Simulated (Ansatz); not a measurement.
## Is this K₂NaBCl₆ structure a true minimum?

It was reached by relaxing an invented guess, and it needn't be the stable form of this composition.

These are results of DFT PBE, scalar-relativistic, plane waves, PAW in Ansatz, not measurements. Settings: cutoff 420 eV, Γ-centred mesh 4×4×4 on the computed 10-atom cell, Gaussian smearing of 0.02 eV; no spin polarisation.

The cell below (10 atoms, space group P4/mmm (No. 123)) is relaxed within its symmetry.

```xyz
10
Lattice="5.3761 0.0000 0.0000 0.0000 5.3761 0.0000 0.0000 0.0000 9.1295" Properties=species:S:1:pos:R:3 pbc="T T T"
K     2.6880    2.6880    2.3394
K     2.6880    2.6880    6.7901
Na    0.0000    0.0000    4.5648
B     0.0000    0.0000    0.0000
Cl    2.6880    0.0000    0.0000
Cl    2.6880    0.0000    4.5648
Cl    0.0000    2.6880    0.0000
Cl    0.0000    2.6880    4.5648
Cl    0.0000    0.0000    1.7073
Cl    0.0000    0.0000    7.4222
```

For the test it was strained at random (σ = 1.5 % a component), the atoms were moved at random (σ = 0.10 Å), and all was relaxed again on a coarse 4×4×2 mesh (in the run’s order of axes) with 0.10 eV smearing, with no symmetry imposed.

Q: Is the structure stable against such a distortion?

A: It doesn't return. The energy falls by 310 meV/atom on that mesh, the volume changes by 6.2 %, and the end has space group C2 (No. 5) at a loose tolerance. Relaxed again on a 4×4×4 mesh with 0.02 eV smearing, the new structure lies 310 meV/atom below the first (mesh in the axes of the run's cell; the cell below is made exact in the group named). Space group P1 (No. 1), triclinic, a = 5.595 Å, b = 5.595 Å, c = 9.034 Å, α = 84.7°, β = 84.6°, γ = 89.1°. K on its first site has 8 Cl at 3.25–3.61 Å; around Na lie 4 Cl at 2.79–2.82 Å and 2 Cl at 3.05–3.08 Å; B has 4 Cl at 1.85–1.87 Å; Cl on its first site is surrounded by 1 B at 1.85 Å, 3 Cl at 3.03–3.04 Å, 2 Cl at 3.39–3.48 Å and 2 K at 3.48–3.54 Å; 6 more sites not described.

```cif
data_structure
_symmetry_space_group_name_H-M 'P1'
_symmetry_Int_Tables_number 1
_cell_length_a 5.5945
_cell_length_b 5.5952
_cell_length_c 9.0345
_cell_angle_alpha 84.687
_cell_angle_beta 84.627
_cell_angle_gamma 89.090
_cell_volume 280.34
loop_
_atom_site_label
_atom_site_type_symbol
_atom_site_symmetry_multiplicity
_atom_site_Wyckoff_symbol
_atom_site_fract_x
_atom_site_fract_y
_atom_site_fract_z
_atom_site_occupancy
K1 K 1 a 0.57306 0.53976 0.28880 1
K2 K 1 a 0.45864 0.43139 0.71682 1
Na1 Na 1 a 0.02469 0.97995 0.49973 1
B1 B 1 a 0.07762 0.91844 0.99916 1
Cl1 Cl 1 a 0.40364 0.96745 0.00286 1
Cl2 Cl 1 a 0.52026 0.97329 0.51564 1
Cl3 Cl 1 a 0.02041 0.59397 0.99557 1
Cl4 Cl 1 a 0.03388 0.48475 0.48369 1
Cl5 Cl 1 a 0.91331 0.02584 0.17102 1
Cl6 Cl 1 a 0.97448 0.08516 0.82671 1
```
